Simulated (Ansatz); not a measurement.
Sb (simple cubic)

```cif
data_Sb
_chemical_formula_sum 'Sb1'
_space_group_name_H-M_alt 'P 1'
_space_group_IT_number 1
_cell_length_a 3.08353
_cell_length_b 3.08353
_cell_length_c 3.08353
_cell_angle_alpha 90.000
_cell_angle_beta 90.000
_cell_angle_gamma 90.000
loop_
_space_group_symop_operation_xyz
  'x, y, z'
loop_
_atom_site_label
_atom_site_type_symbol
_atom_site_fract_x
_atom_site_fract_y
_atom_site_fract_z
_atom_site_occupancy
Sb1 Sb 0.00000 0.00000 0.00000 1
```

The volume is varied about the relaxed value V₀ at fixed cell shape. Symmetry pins the atoms to their sites.

Method: r2SCAN (plane waves to 500 eV, PAW, scalar-relativistic; Ansatz, a quantum-chemistry and plane-wave program). k mesh 15×15×15 (Γ-centred), Fermi-Dirac smearing 0.05 eV. The energy includes the smearing's −TS. Sb was relaxed with its symmetry unable to fall. Spin-orbit coupling is left out, though Sb is heavy. This is one of several known forms of Sb; the measured ambient cells at hand have space group No. 166. ΔE is measured from the relaxed starting cell. The last digit holds for this mesh only.

| V (Å³/atom) | ΔE (meV/atom) |
|---|---|
| 24.628 | 201.1 |
| 25.566 | 119.5 |
| 26.504 | 62.6 |
| 27.442 | 25.9 |
| 28.381 | 6.0 |
| 29.319 | 0.0 |
| 30.257 | 5.4 |
| 31.195 | 20.2 |
| 32.133 | 42.9 |
| 33.072 | 72.2 |
| 34.010 | 107.1 |

Problem. What is the fitted pressure derivative B₀′?

Solution. 4.9.

Problem. What bulk modulus B₀ follows from a third-order Birch-Murnaghan fit?

Solution. 61.1 GPa. Check by three points about V = 29.319 Å³/atom, step 1.876: d²E/dV² ≈ (26 − 2·0 + 20) meV / 1.876² = 0.0131 eV/Å⁶, and V·d²E/dV² × 160.2 = 61.4 GPa.

(Under strain, the slope of the energy per volume gives the stress and its curvature an elastic modulus.)
